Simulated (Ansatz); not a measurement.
Values for one crystal, relaxed and computed with r²SCAN in the plane-wave PAW code Ansatz; other levels are named.

| Item | Result |
|---|---|
| Volume per atom | 20.43 Å³ |
| Electronic character | metallic (no gap) |
| Density of states at the Fermi level | 0.23 states/eV per atom (mean over ±0.08 eV) |
| Formation energy from the elements (no fitted shifts) | -0.78 eV/atom |

Problem. Which of these materials gives this?
(A) LaTiGe3, P6_3/mmc (La on 2d, Ti on 2a, Ge on 6h)
(B) ZrGeS, P4/nmm (Zr on 2c, S on 2c, Ge on 2a)
(C) TiSi2, Cmcm (Si on 4c, Si on 4c, Ti on 4c)
(D) NiGePd, P4/nmm (Ni on 2a, Ge on 2c, Pd on 2c)

Solution. A, LaTiGe3, P6_3/mmc (La on 2d, Ti on 2a, Ge on 6h)

The first step of the workflow began from a Materials Project structure, measured or hypothetical; the Crystallography Open Database copy checked does not list it. Its standing as an ambient phase is unchecked. Symmetry was held in the r²SCAN relaxation; whether a distortion lowers the energy is not shown. No spin polarisation was allowed. The references are the lowest solids computed at this level, not always the standard phases. Scalar-relativistic: spin–orbit coupling is off unless named, which matters more the heavier the elements.

Potentials: the later of the program's two PAW sets.
